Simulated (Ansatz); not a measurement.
**Structure optimisation: thallium, diamond**

These are results of Ansatz 0.2.0, DFT, r2SCAN, plane waves (500 eV) with PAW, scalar-relativistic, not measurements. (PAW data from PBE, frozen cores regenerated.)

k-point mesh 8×8×8, Fermi-Dirac smearing 0.1 eV, no spin polarisation. Cell and atoms relax.

Starting structure:

```yaml
crystal:
  lattice:
    - [0.0, 3.3575531457, 3.3575531457]
    - [3.3575531457, 0.0, 3.3575531457]
    - [3.3575531457, 3.3575531457, 0.0]
  atoms:
    - { symbol: Tl, position: [0.125, 0.125, 0.125] }
    - { symbol: Tl, position: [0.875, 0.875, 0.875] }
hamiltonian:
  xc: r2scan
  pseudopotentials:
    kind: paw
    azcp:
      Tl: "pseudopotentials/Tl.paw.azcp"
basis:
  ecutwfc: 500
  fft_grid_basis: typed
kpoints:
  mp_grid: { grid: [8, 8, 8], shift: [0, 0, 0] }
magnetization:
  spin_polarized: false
scf:
  occupations: { method: fermi_dirac, width: 0.1 }
relax:
  max_steps: 60
  f_tol: 0.01
  cell: {}
output:
  write_density: true
  write_potential: true
  elf: true
  volumetric_format: npy
```

Task: The pressure at the start is 2.5 GPa. By how much does the volume change?

Result: From 37.85 to 42.04 Å³ per atom, 11.1 %. The final cell has a = 6.954 Å.

Task: How much energy does the relaxation gain?

Result: 29.7 meV per atom.
